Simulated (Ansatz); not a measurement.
**Ge (diamond): scan of one atom of the cell**

Starting cell, Ge (diamond):

```
Ge
1.0
    0.00000     2.88084     2.88084
    2.88084     0.00000     2.88084
    2.88084     2.88084     0.00000
Ge
2
Direct
  0.50000   0.50000   0.50000
  0.75000   0.75000   0.75000
```

Scan: atom 2 (Ge, nearest neighbour Ge at 2.495 Å; its periodic images, 4.1 Å or more away, move with it) is displaced along Cartesian [110], direction (0.707, 0.707, 0.000) in Cartesian axes, by s. The other atoms stay.

These are PBE (plane waves to 420 eV, PAW, scalar-relativistic; Ansatz, a first-principles code) values and carry that method's errors. k mesh 11×11×11 (Γ-centred), Fermi-Dirac smearing 0.05 eV. E stands for the smeared free energy. Stress and pressure are positive under compression. With partly filled bands, energies and forces of such displacements shift with the k mesh and the smearing. F∥ is the force on the atom along that direction. F⊥ is the part of the force across the line. Ge was relaxed with its symmetry unable to fall. ΔE is measured from the undisplaced structure.

```csv
s (Å),ΔE (meV/cell),P (GPa),|F⊥| (eV/Å),F∥ (eV/Å)
-0.750,2849,17.5,7.933,7.970
-0.600,1796,10.7,4.796,6.106
-0.450,1006,5.9,2.596,4.466
-0.300,448,2.6,1.128,2.996
-0.150,111,0.7,0.291,1.488
0.000,0,0.0,0.000,0.000
0.150,111,0.7,0.291,-1.488
0.300,448,2.6,1.128,-2.996
0.450,1006,5.9,2.596,-4.466
0.600,1796,10.7,4.796,-6.106
0.750,2849,17.5,7.933,-7.970
```

Key numbers:

```
Item                                                                                                                                               Result
--------------------------------------------------------  -----------------------------------------------------------------------------------------------
Energy at s = 0.750 Å                                                                                                                       2849 meV/cell
Force along the line at s = -0.750 Å                                                                                                            7.97 eV/Å
Symmetry of the curve                                                                                                       even: the same for both signs
Shape of the curve                                                                         a single well with its minimum at or next to zero displacement
Force constant k = d²E/ds² at s = 0 (finite differences)                                                                                       9.90 eV/Å²
Harmonic estimate at the end of the scan                  ½ks² = 2784 meV/cell against the computed 2849 meV/cell, so the well is close to harmonic there
```

(For displaced atoms, the force is minus the slope of the energy, and its curvature is a force constant, which sets phonon frequencies.)
